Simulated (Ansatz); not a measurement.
BP:
```cif
data_BP
_chemical_formula_sum 'B1 P1'
_space_group_name_H-M_alt 'P 1'
_space_group_IT_number 1
_cell_length_a 3.00817
_cell_length_b 3.00817
_cell_length_c 2.66093
_cell_angle_alpha 90.000
_cell_angle_beta 90.000
_cell_angle_gamma 120.000
loop_
_space_group_symop_operation_xyz
  'x, y, z'
loop_
_atom_site_label
_atom_site_type_symbol
_atom_site_fract_x
_atom_site_fract_y
_atom_site_fract_z
_atom_site_occupancy
B1 B 0.00000 0.00000 0.00000 1
P1 P 0.66667 0.33333 0.50000 1
```

This is the PBE-relaxed structure.

### Question
All from plane-wave PAW PBE (Ansatz code), unless another level is named. Predict the electronic character.

### Answer
metallic (no gap).

### Question
What about the formation energy from the elements (no fitted shifts)?

### Answer
0.87 eV/atom.

### Question
What about the density of states at the Fermi level?

### Answer
0.31 states/eV per atom (mean over ±0.08 eV).

Space group P-6m2. The cell is a constructed one: a structure type filled with these elements; neither database checked (COD, Materials Project) lists it. It is not the phase usual at ambient conditions (space group No. 216). The cell keeps a stress of up to 0.2 GPa. The PBE relaxation kept the symmetry of its start; its stability against distortions is not shown here. The references are the lowest solids computed at this level, not always the standard phases.

Potentials: the later of the program's two PAW sets.
